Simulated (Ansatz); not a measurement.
Ansatz (a quantum-chemistry and plane-wave program) input:

Ansatz 0.2 input:
```yaml
crystal:
  lattice:
    - [4.4643793197, 0.0, 0.0]
    - [0.0, 4.4643793197, 0.0]
    - [0.0, 0.0, 4.4643793197]
  atoms:
    - { symbol: Si, position: [0.6530735325, 0.1530735325, 0.3469264675] }
    - { symbol: Si, position: [0.8469264675, 0.8469264675, 0.8469264675] }
    - { symbol: Si, position: [0.1530735325, 0.3469264675, 0.6530735325] }
    - { symbol: Si, position: [0.3469264675, 0.6530735325, 0.1530735325] }
    - { symbol: Ni, position: [0.3513546822, 0.8513546822, 0.6486453178] }
    - { symbol: Ni, position: [0.1486453178, 0.1486453178, 0.1486453178] }
    - { symbol: Ni, position: [0.8513546822, 0.6486453178, 0.3513546822] }
    - { symbol: Ni, position: [0.6486453178, 0.3513546822, 0.8513546822] }
kpoints:
  mp_grid: { grid: [13, 13, 13] }
hamiltonian:
  xc: r2scan
  pseudopotentials: { kind: paw }
scf:
  occupations: { method: fermi_dirac, width: 0.1 }
elastic: { mode: relaxed_ion, stencil: two_point, amplitude: 0.005, f_tol: 0.0005 }
```

Output (shortened):

```
Pseudopotential: Si, paw, valence charge 4
Pseudopotential: Ni, paw, valence charge 18
Functional definition: r2SCAN
Crystal: 8 atoms, lattice volume = 88.978 Å³
Basis set: ecut = 500 eV, 2301 PW (Γ), exchange–correlation on 144×144×144 points (64 copies of the dense FFT grid, shifted against one another)
Bands: 53, of which v1, the nominal top of the filled ones, is band 44 counted from 1 (43 counted from 0)
Symmetry: 12 space group operations
Space group: P213 (ITA 198), of the structure as read, at distance tolerance 4.5e-5 Å
k-points: 119 of 2197 (time reversal used)
SCF 1 converged in 14 iterations: F = -25940.408991 eV  dr2 = 6.01e-14
relax step   1: F+E_penalty+E_count = -25940.40899071 eV  Δ(F+E_penalty+E_count) = +0.000e0 eV  max|allowed force component| = 2.497e-3 eV/Å  Δτ_max = 0.0000 Å  (14 SCF iters, accepted)
Crystal: 8 atoms, lattice volume = 88.978 Å³
SCF 2 converged in 11 iterations: F = -25940.408993 eV  dr2 = 5.29e-14
relax step   2: F+E_penalty+E_count = -25940.40899279 eV  Δ(F+E_penalty+E_count) = -2.079e-6 eV  max|allowed force component| = 2.095e-3 eV/Å  Δτ_max = 0.0001 Å  (11 SCF iters, accepted)
Crystal: 8 atoms, lattice volume = 88.978 Å³
SCF 3 converged in 11 iterations: F = -25940.408998 eV  dr2 = 5.25e-15
relax step   3: F+E_penalty+E_count = -25940.40899777 eV  Δ(F+E_penalty+E_count) = -4.982e-6 eV  max|allowed force component| = 1.232e-4 eV/Å  Δτ_max = 0.0007 Å  (11 SCF iters, accepted)
Crystal: 8 atoms, lattice volume = 88.978 Å³
SCF 4 converged in 10 iterations: F = -25940.408998 eV  dr2 = 1.87e-14
Crystal: 8 atoms, lattice volume = 88.978 Å³
SCF 5 converged in 2 iterations: F = -25940.408998 eV  dr2 = 9.87e-15
Crystal: 8 atoms, lattice volume = 88.533 Å³
Basis set: ecut = 500 eV, 2277 PW (Γ), exchange–correlation on 144×144×144 points (64 copies of the dense FFT grid, shifted against one another)
Symmetry: 4 space group operations
k-points: 343 of 2197 (time reversal used)
SCF 6 converged in 13 iterations: F = -25940.406694 eV  dr2 = 8.37e-14
relax step   1: F+E_penalty+E_count = -25940.40669372 eV  Δ(F+E_penalty+E_count) = +0.000e0 eV  max|allowed force component| = 1.603e-2 eV/Å  Δτ_max = 0.0000 Å  (13 SCF iters, accepted)
Crystal: 8 atoms, lattice volume = 88.533 Å³
SCF 7 converged in 10 iterations: F = -25940.406912 eV  dr2 = 7.59e-14
relax step   2: F+E_penalty+E_count = -25940.40691235 eV  Δ(F+E_penalty+E_count) = -2.186e-4 eV  max|allowed force component| = 8.905e-3 eV/Å  Δτ_max = 0.0026 Å  (10 SCF iters, accepted)
Crystal: 8 atoms, lattice volume = 88.533 Å³
SCF 8 converged in 13 iterations: F = -25940.407021 eV  dr2 = 3.11e-14
relax step   3: F+E_penalty+E_count = -25940.40702059 eV  Δ(F+E_penalty+E_count) = -1.082e-4 eV  max|allowed force component| = 4.222e-3 eV/Å  Δτ_max = 0.0039 Å  (13 SCF iters, accepted)
Crystal: 8 atoms, lattice volume = 88.533 Å³
SCF 9 converged in 10 iterations: F = -25940.407027 eV  dr2 = 2.09e-14
relax step   4: F+E_penalty+E_count = -25940.40702743 eV  Δ(F+E_penalty+E_count) = -6.840e-6 eV  max|allowed force component| = 7.379e-5 eV/Å  Δτ_max = 0.0005 Å  (10 SCF iters, accepted)
Crystal: 8 atoms, lattice volume = 88.533 Å³
SCF 10 converged in 2 iterations: F = -25940.407027 eV  dr2 = 7.65e-15
Crystal: 8 atoms, lattice volume = 89.423 Å³
SCF 11 converged in 13 iterations: F = -25940.407283 eV  dr2 = 7.12e-14
relax step   1: F+E_penalty+E_count = -25940.40728322 eV  Δ(F+E_penalty+E_count) = +0.000e0 eV  max|allowed force component| = 1.550e-2 eV/Å  Δτ_max = 0.0000 Å  (13 SCF iters, accepted)
Crystal: 8 atoms, lattice volume = 89.423 Å³
SCF 12 converged in 11 iterations: F = -25940.407588 eV  dr2 = 6.80e-14
relax step   2: F+E_penalty+E_count = -25940.40758777 eV  Δ(F+E_penalty+E_count) = -3.045e-4 eV  max|allowed force component| = 1.891e-3 eV/Å  Δτ_max = 0.0066 Å  (11 SCF iters, accepted)
Crystal: 8 atoms, lattice volume = 89.423 Å³
SCF 13 converged in 10 iterations: F = -25940.407591 eV  dr2 = 3.97e-14
relax step   3: F+E_penalty+E_count = -25940.40759056 eV  Δ(F+E_penalty+E_count) = -2.798e-6 eV  max|allowed force component| = 4.321e-4 eV/Å  Δτ_max = 0.0006 Å  (10 SCF iters, accepted)
Crystal: 8 atoms, lattice volume = 89.423 Å³
SCF 14 converged in 2 iterations: F = -25940.407591 eV  dr2 = 1.97e-14
Crystal: 8 atoms, lattice volume = 88.978 Å³
Basis set: ecut = 500 eV, 2293 PW (Γ), exchange–correlation on 144×144×144 points (64 copies of the dense FFT grid, shifted against one another)
Symmetry: 2 space group operations
k-points: 595 of 2197 (time reversal used)
SCF 15 converged in 16 iterations: F = -25940.408420 eV  dr2 = 6.48e-14
relax step   1: F+E_penalty+E_count = -25940.40841967 eV  Δ(F+E_penalty+E_count) = +0.000e0 eV  max|allowed force component| = 1.014e-2 eV/Å  Δτ_max = 0.0000 Å  (16 SCF iters, accepted)
Crystal: 8 atoms, lattice volume = 88.978 Å³
SCF 16 converged in 14 iterations: F = -25940.408487 eV  dr2 = 5.17e-14
relax step   2: F+E_penalty+E_count = -25940.40848721 eV  Δ(F+E_penalty+E_count) = -6.754e-5 eV  max|allowed force component| = 5.400e-3 eV/Å  Δτ_max = 0.0016 Å  (14 SCF iters, accepted)
Crystal: 8 atoms, lattice volume = 88.978 Å³
SCF 17 converged in 14 iterations: F = -25940.408504 eV  dr2 = 5.68e-14
relax step   3: F+E_penalty+E_count = -25940.40850371 eV  Δ(F+E_penalty+E_count) = -1.650e-5 eV  max|allowed force component| = 2.403e-3 eV/Å  Δτ_max = 0.0008 Å  (14 SCF iters, accepted)
Crystal: 8 atoms, lattice volume = 88.978 Å³
SCF 18 converged in 14 iterations: F = -25940.408508 eV  dr2 = 2.33e-14
relax step   4: F+E_penalty+E_count = -25940.40850757 eV  Δ(F+E_penalty+E_count) = -3.866e-6 eV  max|allowed force component| = 8.880e-4 eV/Å  Δτ_max = 0.0005 Å  (14 SCF iters, accepted)
Crystal: 8 atoms, lattice volume = 88.978 Å³
SCF 19 converged in 11 iterations: F = -25940.408508 eV  dr2 = 5.54e-14
relax step   5: F+E_penalty+E_count = -25940.40850775 eV  Δ(F+E_penalty+E_count) = -1.770e-7 eV  max|allowed force component| = 2.836e-4 eV/Å  Δτ_max = 0.0001 Å  (11 SCF iters, accepted)
Crystal: 8 atoms, lattice volume = 88.978 Å³
SCF 20 converged in 3 iterations: F = -25940.408508 eV  dr2 = 7.85e-15
Crystal: 8 atoms, lattice volume = 88.978 Å³
SCF 21 converged in 15 iterations: F = -25940.408420 eV  dr2 = 6.70e-14
relax step   1: F+E_penalty+E_count = -25940.40841967 eV  Δ(F+E_penalty+E_count) = +0.000e0 eV  max|allowed force component| = 1.014e-2 eV/Å  Δτ_max = 0.0000 Å  (15 SCF iters, accepted)
Crystal: 8 atoms, lattice volume = 88.978 Å³
SCF 22 converged in 15 iterations: F = -25940.408508 eV  dr2 = 7.19e-14
relax step   2: F+E_penalty+E_count = -25940.40850761 eV  Δ(F+E_penalty+E_count) = -8.794e-5 eV  max|allowed force component| = 6.569e-4 eV/Å  Δτ_max = 0.0020 Å  (15 SCF iters, accepted)
Crystal: 8 atoms, lattice volume = 88.978 Å³
SCF 23 converged in 10 iterations: F = -25940.408508 eV  dr2 = 6.46e-14
relax step   3: F+E_penalty+E_count = -25940.40850776 eV  Δ(F+E_penalty+E_count) = -1.474e-7 eV  max|allowed force component| = 1.201e-4 eV/Å  Δτ_max = 0.0001 Å  (10 SCF iters, accepted)
Crystal: 8 atoms, lattice volume = 88.978 Å³
SCF 24 converged in 3 iterations: F = -25940.408508 eV  dr2 = 1.02e-14
SCF converged after 2 iterations
Stability not checked: this state was not tested for a lower state beside it, because too few of the mixer's solves of this state at the end of the SCF gave a …
Free energy (F): -25940.408998 eV
Harris-Foulkes:  -25940.408998 eV  (|F-HF|=3.64e-12)
Internal energy: -25940.323861 eV  (E = F + TS)
E sigma→0 (E₀):  -25940.366430 eV
Entropy (-TS):   -0.085137 eV (-10.642 meV/atom)
Fermi energy:    16.974332 eV
--- Per-component energies (eV) ---
  E_band       = -1247.935338
  E_kinetic    = 1318.767183
  E_local      = -17213.083303  (includes V_loc(G=0)·N_el)
  E_nonlocal   = 2663.754092
  E_hartree    = 7447.143950
  E_xc         = -531.548779
  E_vxc        = -685.055147  (∫ρ·V_xc dr)
  E_paw        = -8664.471364  (= ΣΔE_a)
  E_vpaw       = -2271.387477  (= ΣTr[D̂ρ^β])
  E_aug_tail   = 0.000966  (compensation charges beyond the density's cutoff)
  E_vtau       = 44.780440  (kinetic-family band-sum trace: ∫τ·v_τ [+ j·A + Jᵃ·Aᵃ] dr)
  E_ewald      = -10959.380600
  E_core_change = -1.506006  (= ΣΔE_core)
  E_smearing   = -0.085137  (= −TS)
  E_closure    =  0.000000  (closes the sum)
  Σ components = -25940.408998   (vs F -25940.408998, Δ=0.00e0)
--- Forces (eV/Å), atoms counted from 1 ---
  atom   1  Si     0.00012320     0.00012320    -0.00012320
  atom   2  Si    -0.00012320    -0.00012320    -0.00012320
  atom   3  Si     0.00012320    -0.00012320     0.00012320
  atom   4  Si    -0.00012320     0.00012320     0.00012320
  atom   5  Ni    -0.00001940    -0.00001940     0.00001940
  atom   6  Ni     0.00001940     0.00001940     0.00001940
  atom   7  Ni    -0.00001940     0.00001940    -0.00001940
  atom   8  Ni     0.00001940    -0.00001940    -0.00001940
  max |Σ_I F_I| component: 1.11e-16 eV/Å
--- Stress (GPa, compression-positive) ---
        0.093551       0.000000       0.000000
        0.000000       0.093551       0.000000
        0.000000       0.000000       0.093551
  P = ⅓ Tr σ = 0.0936 GPa (0.936 kbar)
--- Band table (eV; the first three rows and the last of 119) ---
  k-point 0: bands = ["-91.0119", "-91.0060", "-91.0060", "-91.0060", "-50.0497", "-50.0497", "-50.0497", "-50.0267", "-49.9151", "-49.9151", "-49.9151", "-49.8938", "-49.8938", "-49.8854", "-49.8854", "-49.8854", "1.6914", "7.5233", "7.5233", "7.5233", …
  k-point 1: bands = ["-91.0118", "-91.0064", "-91.0059", "-91.0057", "-50.0510", "-50.0498", "-50.0480", "-50.0269", "-49.9173", "-49.9154", "-49.9125", "-49.8937", "-49.8934", "-49.8861", "-49.8857", "-49.8849", "1.7370", "7.0297", "7.5544", "7.9105", …
  k-point 2: bands = ["-91.0116", "-91.0068", "-91.0059", "-91.0054", "-50.0520", "-50.0501", "-50.0461", "-50.0277", "-49.9192", "-49.9163", "-49.9096", "-49.8935", "-49.8924", "-49.8868", "-49.8864", "-49.8846", "1.8736", "6.4319", "7.6470", "8.2287", …
  k-point 118: bands = ["-91.0078", "-91.0077", "-91.0071", "-91.0071", "-50.0456", "-50.0455", "-50.0434", "-50.0432", "-49.9144", "-49.9141", "-49.9115", "-49.9112", "-49.8849", "-49.8848", "-49.8836", "-49.8835", "5.8397", "5.9556", "6.3140", "6.4195", …
--- Elastic constants: 2 strain directions × 2 members + reference (group order 12) ---
  dense FFT box of the reference and of every strained cell: 36×36×36
  strains applied: 11, 23; error gains: componentwise 1.00 (the most a stress slope's error grows in a printed constant), spectral 1.73 (1 for all six strains …
  reference relaxed by the batch: 3 steps …
  largest displacement 7.8e-4 Å; the constants are those of the deck's cell at these positions:
  atoms:
    - { symbol: Si, position: [0.653051826816732, 0.15305182681673207, 0.3469481731832679] }
    - { symbol: Si, position: [0.8469481731832679, 0.8469481731832679, 0.8469481731832679] }
    - { symbol: Si, position: [0.15305182681673207, 0.3469481731832679, 0.653051826816732] }
    - { symbol: Si, position: [0.3469481731832679, 0.653051826816732, 0.15305182681673207] }
    - { symbol: Ni, position: [0.3512538843550614, 0.8512538843550616, 0.6487461156449384] }
    - { symbol: Ni, position: [0.14874611564493853, 0.14874611564493853, 0.14874611564493853] }
    - { symbol: Ni, position: [0.8512538843550616, 0.6487461156449384, 0.3512538843550614] }
    - { symbol: Ni, position: [0.6487461156449384, 0.3512538843550614, 0.8512538843550616] }
  C = ∂σ_k/∂η_j (tension-positive GPa; Voigt order 11 22 33 23 13 12):
       243.534    183.213    183.096      0.000      0.000      0.000
       183.096    243.534    183.213      0.000      0.000      0.000
       183.213    183.096    243.534      0.000      0.000      0.000
         0.000      0.000      0.000     70.875      0.000      0.000
         0.000      0.000      0.000      0.000     70.875      0.000
         0.000      0.000      0.000      0.000      0.000     70.875
  reference stress σ⁰ (GPa):     -0.094     -0.094     -0.094      0.000      0.000      0.000
  moduli (Voigt/Reuss/Hill, GPa): K = 203.28/203.28/203.28   G = 54.60/46.05/50.33   E = 139.47   ν = 0.386
  mechanically stable: yes (min eigenvalue of sym C = 60.38 GPa)
  strain η (Voigt 11):  stress-route row diagonal C_11 = 243.53 GPa, energy-path curvature d²(F+E_count+ΔE)/dδ²/Ω₀ = 243.49 GPa
         δ    σ_11 (GPa)             F (eV)   n_scf  n_hpsi   n_pw
    -5.000e-3      -1.3349      -25940.4070274       2  162046   2279   relax 4 steps, max|allowed force component| 7.38e-5 eV/Å
     5.000e-3       1.1004      -25940.4075906       2  161475   2301   relax 3 steps, max|allowed force component| 4.32e-4 eV/Å
  strain η (Voigt 23):  stress-route row diagonal C_44 = 70.87 GPa, energy-path curvature d²(F+E_count+ΔE)/dδ²/Ω₀ = 70.95 GPa
         δ    σ_23 (GPa)             F (eV)   n_scf  n_hpsi   n_pw
    -5.000e-3      -0.3544      -25940.4085077       3  399305   2293   relax 5 steps, max|allowed force component| 2.84e-4 eV/Å
     5.000e-3       0.3544      -25940.4085078       3  399326   2293   relax 3 steps, max|allowed force component| 1.20e-4 eV/Å
```

Cost: about 2.3 core-hours (a rough figure) on shared cores.

Space group P2_13. The first step of the workflow began from a Materials Project structure, measured or hypothetical; the Crystallography Open Database copy checked does not list it. It is not the phase usual at ambient conditions (space group No. 62). The cell was relaxed with r²SCAN under the symmetry of its start; whether a distortion lowers the energy is not shown. No spin polarisation was allowed. As this level gives no gap, shear constants depend on the k-mesh and smearing (Fermi–Dirac, 0.1 eV here).

Potentials: the later of the program's two PAW sets.

Ansatz is a plane-wave DFT program.
